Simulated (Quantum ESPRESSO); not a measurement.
Al3GeNO5, one run as intended and one with a planted mistake

Computed values, not a measurement. The program is pw.x of Quantum ESPRESSO 7.5 (plane-wave density functional theory). The cell is made up: 10 atoms on a corundum lattice, with randomly drawn elements, strain and displacements, not relaxed. PseudoDojo standard norm-conserving files (v0.5 for PBE, v0.4.1 for LDA and PBEsol) set the functional; there is no spin polarisation, spin-orbit coupling or dispersion term, and the masses in the input are unused placeholders.

Intended input:

```
&control calculation='scf', pseudo_dir='./dojo.nc.sr.pbe.v0_5.standard.upf', outdir='./o', disk_io='medium', tprnfor=.true., tstress=.true. /
&system ibrav=0, nat=10, ntyp=4, nbnd=35, ecutwfc=84.00895049, nosym=.true., tot_charge=0,
 occupations='smearing', smearing='fd', degauss=0.0018374661
/
&electrons conv_thr=7.350e-09, electron_maxstep=60, /
ATOMIC_SPECIES
Al 1.0 Al.upf
Ge 1.0 Ge.upf
N 1.0 N.upf
O 1.0 O.upf
CELL_PARAMETERS angstrom
2.4172 1.3956 4.3955
-2.4172 1.3956 4.3955
0.0 -2.7911 4.3955
ATOMIC_POSITIONS angstrom
Al 0.041 -0.0072 4.6364
Al 0.0825 0.0057 1.9232
Ge -0.0044 -0.049 8.5851
Al -0.0639 0.0047 11.2098
N -0.9134 1.3764 7.684
O -0.8064 -1.4333 7.6365
O 1.7067 0.082 7.6866
O 0.9725 -1.4439 5.4432
O 0.7213 1.5106 5.5469
O -1.6572 -0.0547 5.4667
K_POINTS automatic
6 6 6 1 1 1
```

The log is shortened where brackets say so; the opening notice, blank lines, dates and the lines on written files are dropped, and the path of the files is cut. It prints rydbergs, bohrs and kilobars, and counts compression as positive stress. Where no state is partly filled, the Fermi energy that it prints is only some level between the filled and the empty states on the mesh, and need not lie in the true gap.

Log of the intended run:

```
     Program PWSCF v.7.5
     Parallel version (MPI & OpenMP), running on       1 processor cores
     Number of MPI processes:                 1
     Threads/MPI process:                     1
     [start-up lines left out]
     bravais-lattice index     =            0
     lattice parameter (alat)  =       9.8395  a.u.
     unit-cell volume          =     600.3705 (a.u.)^3
     number of atoms/cell      =           10
     number of atomic types    =            4
     number of electrons       =        58.00
     number of Kohn-Sham states=           35
     kinetic-energy cutoff     =      84.0090  Ry
     charge density cutoff     =     336.0358  Ry
     scf convergence threshold =      7.3E-09
     mixing beta               =       0.7000
     number of iterations used =            8  plain     mixing
     Exchange-correlation= PBE
                           (   1   4   3   4   0   0   0)
     [axes and pseudopotential details left out]
   Cartesian axes
     site n.     atom                  positions (alat units)
         1        Al     tau(   1) = (   0.0078743  -0.0013828   0.8904475  )
         2        Al     tau(   2) = (   0.0158446   0.0010947   0.3693617  )
         3        Ge     tau(   3) = (  -0.0008450  -0.0094107   1.6488183  )
         4        Al     tau(   4) = (  -0.0122724   0.0009027   2.1529071  )
         5        N      tau(   5) = (  -0.1754238   0.2643456   1.4757568  )
         6        O      tau(   6) = (  -0.1548738  -0.2752736   1.4666341  )
         7        O      tau(   7) = (   0.3277816   0.0157486   1.4762561  )
         8        O      tau(   8) = (   0.1867743  -0.2773094   1.0453981  )
         9        O      tau(   9) = (   0.1385298   0.2901195   1.0653143  )
        10        O      tau(  10) = (  -0.3182749  -0.0105055   1.0499114  )
     number of k points=   108  Fermi-Dirac smearing, width (Ry)=  0.0018
     Number of k-points >= 100: set verbosity='high' to print them.
     Dense  grid:    62509 G-vectors     FFT dimensions: (  60,  60,  60)
     Estimated max dynamical RAM per process >      90.85 MB
     Initial potential from superposition of free atoms
     starting charge      57.9918, renormalised to      58.0000
     Starting wfcs are   45 randomized atomic wfcs
     total cpu time spent up to now is       19.7 secs
     per-process dynamical memory:    60.0 Mb
     Self-consistent Calculation
     iteration #  1     ecut=    84.01 Ry     beta= 0.70
     Davidson diagonalization with overlap
     ethr =  1.00E-02,  avg # of iterations =  3.3
     total cpu time spent up to now is       87.0 secs
     total energy              =    -378.49086680 Ry
     estimated scf accuracy    <       2.26858678 Ry
     iteration #  2     ecut=    84.01 Ry     beta= 0.70
     Davidson diagonalization with overlap
     ethr =  3.91E-03,  avg # of iterations =  2.3
     total cpu time spent up to now is      144.8 secs
     total energy              =    -379.17122155 Ry
     estimated scf accuracy    <       1.54675799 Ry
     [iterations 3 to 9 left out]
     iteration # 10     ecut=    84.01 Ry     beta= 0.70
     Davidson diagonalization with overlap
     ethr =  4.28E-10,  avg # of iterations =  2.0
     total cpu time spent up to now is      581.9 secs
     total energy              =    -379.45658892 Ry
     estimated scf accuracy    <       0.00000008 Ry
     iteration # 11     ecut=    84.01 Ry     beta= 0.70
     Davidson diagonalization with overlap
     ethr =  1.40E-10,  avg # of iterations =  2.0
     total cpu time spent up to now is      620.6 secs
     End of self-consistent calculation
     Number of k-points >= 100: set verbosity='high' to print the bands.
     the Fermi energy is    11.2954 ev
!    total energy              =    -379.45658894 Ry
     estimated scf accuracy    <          1.5E-09 Ry
     smearing contrib. (-TS)   =       0.00000000 Ry
     internal energy E=F+TS    =    -379.45658894 Ry
     The total energy is F=E-TS. E is the sum of the following terms:
     one-electron contribution =    -127.45343775 Ry
     hartree contribution      =     108.03544949 Ry
     xc contribution           =     -99.38039090 Ry
     ewald contribution        =    -260.65820978 Ry
     convergence has been achieved in  11 iterations
     Forces acting on atoms (cartesian axes, Ry/au):
     atom    1 type  1   force =     0.01171247   -0.00215832   -0.04313614
     atom    2 type  1   force =    -0.01837851   -0.00971924    0.05247509
     atom    3 type  2   force =    -0.00808509    0.08598263   -0.13297836
     atom    4 type  1   force =     0.03346897   -0.02156731    0.05834511
     atom    5 type  3   force =    -0.03197902    0.00296252    0.03335616
     atom    6 type  4   force =     0.04521212   -0.05328931    0.01100459
     atom    7 type  4   force =    -0.03105475    0.01514342    0.01655010
     atom    8 type  4   force =    -0.03515825    0.03063144    0.03686639
     atom    9 type  4   force =     0.02043268    0.00754222   -0.02419937
     atom   10 type  4   force =     0.01382938   -0.05552805   -0.00828357
     Total force =     0.227756     Total SCF correction =     0.000082
     Computing stress (Cartesian axis) and pressure
          total   stress  (Ry/bohr**3)                   (kbar)     P=       61.56
   0.00024908   0.00021201  -0.00014522           36.64       31.19      -21.36
   0.00021201   0.00053765   0.00015600           31.19       79.09       22.95
  -0.00014522   0.00015600   0.00046861          -21.36       22.95       68.93
     init_run     :     17.81s CPU     19.51s WALL (       1 calls)
     electrons    :    583.90s CPU    600.91s WALL (       1 calls)
     forces       :      6.86s CPU      6.95s WALL (       1 calls)
     stress       :     30.06s CPU     30.15s WALL (       1 calls)
     [timing details left out]
     PWSCF        :  10m38.99s CPU  10m59.64s WALL
     JOB DONE.
```

A second run has one planted mistake: two atoms have their elements exchanged. The input lines that differ, file-writing options aside:

```
- N -0.9134 1.3764 7.684
+ O -0.9134 1.3764 7.684
- O 1.7067 0.082 7.6866
+ N 1.7067 0.082 7.6866
```

Its log:

```
     Program PWSCF v.7.5
     Parallel version (MPI & OpenMP), running on       1 processor cores
     Number of MPI processes:                 1
     Threads/MPI process:                     1
     [start-up lines left out]
     bravais-lattice index     =            0
     lattice parameter (alat)  =       9.8395  a.u.
     unit-cell volume          =     600.3705 (a.u.)^3
     number of atoms/cell      =           10
     number of atomic types    =            4
     number of electrons       =        58.00
     number of Kohn-Sham states=           35
     kinetic-energy cutoff     =      84.0090  Ry
     charge density cutoff     =     336.0358  Ry
     scf convergence threshold =      7.3E-09
     mixing beta               =       0.7000
     number of iterations used =            8  plain     mixing
     Exchange-correlation= PBE
                           (   1   4   3   4   0   0   0)
     [axes and pseudopotential details left out]
   Cartesian axes
     site n.     atom                  positions (alat units)
         1        Al     tau(   1) = (   0.0078743  -0.0013828   0.8904475  )
         2        Al     tau(   2) = (   0.0158446   0.0010947   0.3693617  )
         3        Ge     tau(   3) = (  -0.0008450  -0.0094107   1.6488183  )
         4        Al     tau(   4) = (  -0.0122724   0.0009027   2.1529071  )
         5        O      tau(   5) = (  -0.1754238   0.2643456   1.4757568  )
         6        O      tau(   6) = (  -0.1548738  -0.2752736   1.4666341  )
         7        N      tau(   7) = (   0.3277816   0.0157486   1.4762561  )
         8        O      tau(   8) = (   0.1867743  -0.2773094   1.0453981  )
         9        O      tau(   9) = (   0.1385298   0.2901195   1.0653143  )
        10        O      tau(  10) = (  -0.3182749  -0.0105055   1.0499114  )
     number of k points=   108  Fermi-Dirac smearing, width (Ry)=  0.0018
     Number of k-points >= 100: set verbosity='high' to print them.
     Dense  grid:    62509 G-vectors     FFT dimensions: (  60,  60,  60)
     Estimated max dynamical RAM per process >      90.85 MB
     Initial potential from superposition of free atoms
     starting charge      57.9918, renormalised to      58.0000
     Starting wfcs are   45 randomized atomic wfcs
     total cpu time spent up to now is       28.0 secs
     per-process dynamical memory:    75.9 Mb
     Self-consistent Calculation
     iteration #  1     ecut=    84.01 Ry     beta= 0.70
     Davidson diagonalization with overlap
     ethr =  1.00E-02,  avg # of iterations =  3.3
     total cpu time spent up to now is       77.6 secs
     total energy              =    -378.48750098 Ry
     estimated scf accuracy    <       2.25964901 Ry
     iteration #  2     ecut=    84.01 Ry     beta= 0.70
     Davidson diagonalization with overlap
     ethr =  3.90E-03,  avg # of iterations =  2.4
     total cpu time spent up to now is      130.5 secs
     total energy              =    -379.15931770 Ry
     estimated scf accuracy    <       1.57689356 Ry
     [iterations 3 to 9 left out]
     iteration # 10     ecut=    84.01 Ry     beta= 0.70
     Davidson diagonalization with overlap
     ethr =  5.48E-10,  avg # of iterations =  2.0
     total cpu time spent up to now is      639.0 secs
     total energy              =    -379.45222402 Ry
     estimated scf accuracy    <       0.00000009 Ry
     iteration # 11     ecut=    84.01 Ry     beta= 0.70
     Davidson diagonalization with overlap
     ethr =  1.56E-10,  avg # of iterations =  2.0
     total cpu time spent up to now is      683.2 secs
     End of self-consistent calculation
     Number of k-points >= 100: set verbosity='high' to print the bands.
     the Fermi energy is    11.3470 ev
!    total energy              =    -379.45222404 Ry
     estimated scf accuracy    <          1.9E-09 Ry
     smearing contrib. (-TS)   =       0.00000000 Ry
     internal energy E=F+TS    =    -379.45222404 Ry
     The total energy is F=E-TS. E is the sum of the following terms:
     one-electron contribution =    -127.70590817 Ry
     hartree contribution      =     108.15086973 Ry
     xc contribution           =     -99.37599995 Ry
     ewald contribution        =    -260.52118566 Ry
     convergence has been achieved in  11 iterations
     Forces acting on atoms (cartesian axes, Ry/au):
     atom    1 type  1   force =    -0.04699984   -0.03053657   -0.04152921
     atom    2 type  1   force =    -0.07978654   -0.04413863    0.05262633
     atom    3 type  2   force =     0.10763821    0.03065671   -0.13229540
     atom    4 type  1   force =     0.04504163    0.01464615    0.05332372
     atom    5 type  4   force =    -0.02802384    0.03164964    0.01001633
     atom    6 type  4   force =     0.04795790   -0.04066684    0.01054329
     atom    7 type  3   force =    -0.04594136    0.04612490    0.03988713
     atom    8 type  4   force =    -0.00423448    0.02557938    0.02938961
     atom    9 type  4   force =    -0.00338596   -0.01337118   -0.01994814
     atom   10 type  4   force =     0.00773429   -0.01994354   -0.00201365
     Total force =     0.255796     Total SCF correction =     0.000082
     Computing stress (Cartesian axis) and pressure
          total   stress  (Ry/bohr**3)                   (kbar)     P=       61.19
   0.00028283  -0.00016352   0.00010824           41.61      -24.05       15.92
  -0.00016352   0.00054229   0.00002648          -24.05       79.77        3.89
   0.00010824   0.00002648   0.00042283           15.92        3.89       62.20
     init_run     :     25.55s CPU     27.91s WALL (       1 calls)
     electrons    :    639.67s CPU    655.19s WALL (       1 calls)
     forces       :      7.30s CPU      7.40s WALL (       1 calls)
     stress       :     28.32s CPU     28.44s WALL (       1 calls)
     [timing details left out]
     PWSCF        :  11m41.16s CPU  11m59.68s WALL
     JOB DONE.
```

```
                                            intended run  run with the mistake
                          free energy (eV)     -5162.770             -5162.711
                    smearing term -TS (eV)        0.0000                0.0000
                            pressure (GPa)          6.16                  6.12
            largest force component (eV/Å)         3.419                 3.401
largest change of a force component (eV/Å)                               2.975
                                iterations            11                    11
```

For scale, a rerun of the intended cell at a cutoff of 1437 eV and k mesh 8 x 8 x 8 moved values by no more than 0.003 eV in energy, 0.02 GPa in stress and 0.002 eV/Å in force.